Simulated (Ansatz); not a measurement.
Ru: computed property card

Ru:
Space group P6₃/mmc (No. 194); a = b = 2.679 Å, c = 8.607 Å, α = β = 90.00°, γ = 120.00°

```tsv
atom	site	symmetry	x	y	z
Ru	2a	-3m.	0.0000	0.0000	0.0000
Ru	2d	-6m2	0.6667	0.3333	0.2500
```

Space group P6_3/mmc (No. 194), dhcp (α-La type); conventional cell a = 2.679 Å, b = 2.679 Å, c = 8.607 Å, α = 90.00°, β = 90.00°, γ = 120.00°.

Method: plane-wave PAW PBEsol (Ansatz code). The cell and atoms are relaxed at this level. Other levels are named where they apply.

### Cell and energy

* **Volume per atom**: 13.37 Å³
* **Density**: 12.55 g/cm³

### Electronic structure

- Electronic character: metallic (no gap)
- Density of states at the Fermi level: 1.1 states/eV per atom (mean over ±0.08 eV)
- Gap with spin–orbit coupling: none (metallic)

### Mechanics

- Bulk modulus (Birch–Murnaghan fit) = 342 GPa
- Pressure derivative B′ = 4.8

### Phonons

* **Highest zone-centre frequency**: 235 cm^-1
* **Zone-centre stability**: no imaginary mode at Γ

The start of the workflow was typed in or built on a structure type. Its sites differ from those of the usual phase in this space group: another stacking or structure type. Symmetry was held in the PBEsol relaxation. The run is not spin-polarised. As this level gives no gap, phonon frequencies hold no LO–TO term and depend on the k-mesh and smearing (Fermi–Dirac, 0.1 eV here). Axis ratios of metals converge slowly with the k-mesh, so a and c are less sure than the volume. Spin–orbit coupling is left out wherever it is not named.

Potentials: the earlier of the program's two PAW sets. The files were generated under PBE; for other functionals the program regenerates the frozen cores, and for LDA and PBEsol the local potential too.
